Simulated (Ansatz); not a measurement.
BeS:
Space group Pnma (No. 62); a = 5.9213 Å, b = 3.4850 Å, c = 5.9692 Å, α = 90.00°, β = 90.00°, γ = 90.00°

| atom | site | symmetry | x | y | z |
|---|---|---|---|---|---|
| Be | 4c | .m. | 0.1452 | 0.2500 | 0.9052 |
| S | 4c | .m. | 0.2174 | 0.7500 | 0.0850 |

Relaxed with r²SCAN+D4.

### Question
Tabulate the valence density and the electron localisation function along the shortest Be–S contact (2.08 Å), r²SCAN+D4 in the plane-wave PAW code Ansatz.

### Answer


```
distance from Be (Å)  density (e/Å³)   ELF
--------------------  --------------  ----
0.21                            0.10  0.00
0.31                            0.14  0.01
0.42                            0.20  0.10
0.52                            0.27  0.39
0.62                            0.33  0.70
0.73                            0.40  0.86
0.83                            0.48  0.91
0.93                            0.57  0.93
1.04                            0.70  0.93
1.14                            0.85  0.94
1.25                            1.03  0.93
1.35                            1.19  0.91
1.45                            1.27  0.85
1.56                            1.22  0.70
1.66                            1.01  0.41
1.77                            0.71  0.12
1.87                            0.39  0.01
```

The density is the valence pseudo-density with augmentation charge, so density and ELF within about 1 Å of a nucleus are not all-electron values.

The start of the workflow was typed in or built on a structure type; neither database checked (COD, Materials Project) lists it. COD files the formula under space group No. 216, so this cell is another polymorph or a model. Whether it is the stable phase at ambient conditions was not checked. Symmetry was held in the r²SCAN+D4 relaxation; whether a distortion lowers the energy is not shown. The volume moved by 24 % from the start of the relaxation.

Potentials: the earlier of the program's two PAW sets.
